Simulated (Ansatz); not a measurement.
A relaxation computed with Ansatz, from input to last step.

```yaml
crystal:
  lattice:
    - [0.0, 4.0163156938, 4.2498032209]
    - [3.4580722288, 0.0, 4.2498032209]
    - [3.4580722288, 4.0163156938, 0.0]
  atoms:
    - { symbol: Sr, position: [0.5, 0.5, 0.0] }
    - { symbol: Sr, position: [0.0, 0.0, 0.5] }
    - { symbol: Nb, position: [0.5, 0.5, 0.5] }
    - { symbol: H, position: [0.7589931079, 0.5743402255, 0.4256597745] }
    - { symbol: H, position: [0.4256597745, 0.2410068921, 0.7589931079] }
    - { symbol: H, position: [0.5743402255, 0.7589931079, 0.2410068921] }
    - { symbol: H, position: [0.2410068921, 0.4256597745, 0.5743402255] }
basis:
  ecutwfc: 420
kpoints:
  mp_grid: { grid: [4, 4, 4] }
hamiltonian:
  xc: pbe
scf:
  occupations: { method: gaussian, width: 0.1 }
  lower_state_search: "off"
output:
  forces: true
  stress: true
  eigenvalues: true
relax:
  adjacent_minimum: "off"
  f_tol: 0.04
  max_steps: 70
  cell: { stress_tol: 0.4 }
```

```bash
ansatz run input.yaml --threads 1 --pin off --max-ram 2560MiB --backend cpu --events-out ev --progress --plain --runs-dir out
```

Method: DFT PBE, scalar-relativistic, plane waves, PAW (Ansatz 0.2.0).

Of 13 frames 9 are shown, positions in Å and forces in eV/Å; the SCF threshold varies from step to step. Steps run on the plane waves of an earlier cell, with a Pulay correction in the pressure. The basis is chosen afresh for the last frame, the zero of the energies, and at times for earlier ones too; energy and pressure can step there, also at an unchanged geometry. Here that happened at step 11 (-6 meV/atom, 0.3 GPa); frames between the last choice of the basis and such a step carry an error that grows, as the cell changes, to that size.

```xyz
7
Lattice="0.0000 4.0163 4.2498 3.4581 0.0000 4.2498 3.4581 4.0163 0.0000" Properties=species:S:1:pos:R:3:forces:R:3 pbc="T T T" step=1 free_energy_over_end_meV_per_atom=799.50 pressure_GPa=20.45
Sr    1.7290    2.0082    4.2498    0.0000    0.0000    0.0000
Sr    1.7290    2.0082    0.0000    0.0000    0.0000    0.0000
Nb    3.4581    4.0163    4.2498    0.0000    0.0000    0.0000
H     3.4581    4.7579    5.6664    0.0000    2.4692    3.6618
H     3.4581    4.7579    2.8332    0.0000    2.4692   -3.6618
H     3.4581    3.2747    5.6664    0.0000   -2.4692    3.6618
H     3.4581    3.2747    2.8332    0.0000   -2.4692   -3.6618
7
Lattice="0.0000 4.1904 4.3174 3.6294 0.0000 4.3174 3.6294 4.1904 0.0000" Properties=species:S:1:pos:R:3:forces:R:3 pbc="T T T" step=2 free_energy_over_end_meV_per_atom=364.84 pressure_GPa=7.17
Sr    1.8147    2.0952    4.3174    0.0000    0.0000    0.0000
Sr    1.8147    2.0952    0.0000    0.0000    0.0000    0.0000
Nb    3.6294    4.1904    4.3174    0.0000    0.0000    0.0000
H     3.6294    5.0951    5.8902    0.0000    1.1479    0.5760
H     3.6294    5.0951    2.7446    0.0000    1.1479   -0.5760
H     3.6294    3.2858    5.8902    0.0000   -1.1479    0.5760
H     3.6294    3.2858    2.7446    0.0000   -1.1479   -0.5760
7
Lattice="0.0000 4.5878 4.0991 3.8131 0.0000 4.0991 3.8131 4.5878 0.0000" Properties=species:S:1:pos:R:3:forces:R:3 pbc="T T T" step=4 free_energy_over_end_meV_per_atom=107.48 pressure_GPa=0.35
Sr    1.9065    2.2939    4.0991    0.0000    0.0000    0.0000
Sr    1.9065    2.2939    0.0000    0.0000    0.0000    0.0000
Nb    3.8131    4.5878    4.0991    0.0000    0.0000    0.0000
H     3.8131    5.8646    5.5764    0.0000    0.1532   -0.2728
H     3.8131    5.8646    2.6218    0.0000    0.1532    0.2728
H     3.8131    3.3110    5.5764    0.0000   -0.1532   -0.2728
H     3.8131    3.3110    2.6218    0.0000   -0.1532    0.2728
7
Lattice="0.0000 4.7286 3.8875 3.8837 0.0000 3.8875 3.8837 4.7286 0.0000" Properties=species:S:1:pos:R:3:forces:R:3 pbc="T T T" step=5 free_energy_over_end_meV_per_atom=56.94 pressure_GPa=-0.86
Sr    1.9419    2.3643    3.8875    0.0000    0.0000    0.0000
Sr    1.9419    2.3643    0.0000    0.0000    0.0000    0.0000
Nb    3.8837    4.7286    3.8875    0.0000    0.0000    0.0000
H     3.8837    6.1148    5.2881    0.0000   -0.0488   -0.2886
H     3.8837    6.1148    2.4870    0.0000   -0.0488    0.2886
H     3.8837    3.3423    5.2881    0.0000    0.0488   -0.2886
H     3.8837    3.3423    2.4870    0.0000    0.0488    0.2886
7
Lattice="0.0000 4.8681 3.6751 3.8964 0.0000 3.6751 3.8964 4.8681 0.0000" Properties=species:S:1:pos:R:3:forces:R:3 pbc="T T T" step=6 free_energy_over_end_meV_per_atom=27.76 pressure_GPa=-1.07
Sr    1.9482    2.4341    3.6751    0.0000    0.0000    0.0000
Sr    1.9482    2.4341    0.0000    0.0000    0.0000    0.0000
Nb    3.8964    4.8681    3.6751    0.0000    0.0000    0.0000
H     3.8964    6.2882    5.0112    0.0000    0.0414   -0.1013
H     3.8964    6.2882    2.3389    0.0000    0.0414    0.1013
H     3.8964    3.4480    5.0112    0.0000   -0.0414   -0.1013
H     3.8964    3.4480    2.3389    0.0000   -0.0414    0.1013
7
Lattice="0.0000 5.0153 3.3314 3.8153 0.0000 3.3314 3.8153 5.0153 0.0000" Properties=species:S:1:pos:R:3:forces:R:3 pbc="T T T" step=8 free_energy_over_end_meV_per_atom=9.92 pressure_GPa=-0.34
Sr    1.9077    2.5076    3.3314    0.0000    0.0000    0.0000
Sr    1.9077    2.5076    0.0000    0.0000    0.0000    0.0000
Nb    3.8153    5.0153    3.3314    0.0000    0.0000    0.0000
H     3.8153    6.4857    4.6019    0.0000    0.0196    0.0752
H     3.8153    6.4857    2.0608    0.0000    0.0196   -0.0752
H     3.8153    3.5448    4.6019    0.0000   -0.0196    0.0752
H     3.8153    3.5448    2.0608    0.0000   -0.0196   -0.0752
7
Lattice="0.0000 4.9909 3.3411 3.7147 0.0000 3.3411 3.7147 4.9909 0.0000" Properties=species:S:1:pos:R:3:forces:R:3 pbc="T T T" step=9 free_energy_over_end_meV_per_atom=7.15 pressure_GPa=0.17
Sr    1.8574    2.4954    3.3411    0.0000    0.0000    0.0000
Sr    1.8574    2.4954    0.0000    0.0000    0.0000    0.0000
Nb    3.7147    4.9909    3.3411    0.0000    0.0000    0.0000
H     3.7147    6.4313    4.6632    0.0000   -0.0097    0.0281
H     3.7147    6.4313    2.0191    0.0000   -0.0097   -0.0281
H     3.7147    3.5504    4.6632    0.0000    0.0097    0.0281
H     3.7147    3.5504    2.0191    0.0000    0.0097   -0.0281
7
Lattice="0.0000 5.0061 3.2868 3.7132 0.0000 3.2868 3.7132 5.0061 0.0000" Properties=species:S:1:pos:R:3:forces:R:3 pbc="T T T" step=10 free_energy_over_end_meV_per_atom=6.78 pressure_GPa=-0.11
Sr    1.8566    2.5030    3.2868    0.0000    0.0000    0.0000
Sr    1.8566    2.5030    0.0000    0.0000    0.0000    0.0000
Nb    3.7132    5.0061    3.2868    0.0000    0.0000    0.0000
H     3.7132    6.4223    4.6438    0.0000    0.0311   -0.0147
H     3.7132    6.4223    1.9298    0.0000    0.0311    0.0147
H     3.7132    3.5899    4.6438    0.0000   -0.0311   -0.0147
H     3.7132    3.5899    1.9298    0.0000   -0.0311    0.0147
7
Lattice="0.0000 5.0309 3.2979 3.7162 0.0000 3.2979 3.7162 5.0309 0.0000" Properties=species:S:1:pos:R:3:forces:R:3 pbc="T T T" step=13 free_energy_over_end_meV_per_atom=0.00 pressure_GPa=0.17
Sr    1.8581    2.5154    3.2979    0.0000    0.0000    0.0000
Sr    1.8581    2.5154    0.0000    0.0000    0.0000    0.0000
Nb    3.7162    5.0309    3.2979    0.0000    0.0000    0.0000
H     3.7162    6.4690    4.6286    0.0000    0.0133    0.0112
H     3.7162    6.4690    1.9672    0.0000    0.0133   -0.0112
H     3.7162    3.5927    4.6286    0.0000   -0.0133    0.0112
H     3.7162    3.5927    1.9672    0.0000   -0.0133   -0.0112
```

The start is a random arrangement. At the end the space group is Fmmm (tolerance 0.05 Å).

The run took 50 s on 1 thread of Arm Neoverse V1, with other jobs on the host, peak memory 0.38 GiB.

The k mesh is coarse.